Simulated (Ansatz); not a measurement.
Level: r2SCAN, no spin polarisation; 500 eV; 4×4×4 Γ-centred mesh; methfessel-paxton occupations (width 0.0481 eV); Ansatz 0.2.0, fixed geometry.

Computed maps in the lattice plane spanned by a (left to right, 6.62 Å, 20 points from zero) and c (bottom to top, 6.33 Å, 19 points from zero), 90° apart, at height 0.000 along b. The fields are smooth PAW ones with compensation charges, not the true ones near nuclei.

Valence density. Digits on a logarithmic scale: 0 up to 0.03 e/Å³, each further digit a factor of 1.6, 9 from 1.3 e/Å³ up:
```
78888764211124799997
89748864211223589977
78768864200123345556
68888753100112222235
56787642000011111123
45676542000001111112
46899753100001112222
58999974200012234434
69999985210023456665
79999985210124678877
78999974210135788888
66899753210135786488
65555432100135787788
53333221000024688887
42211110000023578875
32211110000013467764
33333221100013589975
55665432110113799996
67887653211124899997
```

ELF. Ten even steps from '0' (0.01) to '9' (0.87):
```
89758973000000275562
99105984100000047733
99205984000000001116
99889973000000000016
78998741000000000014
23322211000000000001
11233221000000000000
13676532100000134431
14798642100002578873
14798631100014899997
33566521000026995599
51344311000037970069
72122110000037982279
72111000000027999999
51000000000015799998
10000000000001223332
02443100000000145520
27887521000000584561
59999852000000570063
```

Problem. The cell is TiAg3S4. Which atoms lie within 0.2 Å of this plane, and where (fractions of a and c)?

Solution. Ti at (0.82, 0.00), Ag at (0.17, 0.50), S at (0.83, 0.36), S at (0.14, 0.88). The whole cell:
```
Ti Ag S
1.0
     6.62178    0.00000    0.00000
     0.00000    7.61607    0.00000
     0.00000    0.00000    6.33476
Ti Ag S
2 6 8
Direct
  0.82000 0.00000 0.00000
  0.18000 0.50000 0.50000
  0.16500 0.00000 0.50000
  0.83500 0.50000 0.00000
  0.33300 0.24500 0.99000
  0.66700 0.25500 0.49000
  0.66700 0.74500 0.49000
  0.33300 0.75500 0.99000
  0.83000 0.00000 0.36000
  0.17000 0.50000 0.86000
  0.14000 0.00000 0.87500
  0.86000 0.50000 0.37500
  0.33000 0.25500 0.36700
  0.67000 0.24500 0.86700
  0.67000 0.75500 0.86700
  0.33000 0.74500 0.36700
```

Origin: a known structure type with other elements, at an estimated volume, so it need not be a known compound. Caveats: many states at the Fermi level without spin polarisation, so a magnetic state may lie lower.
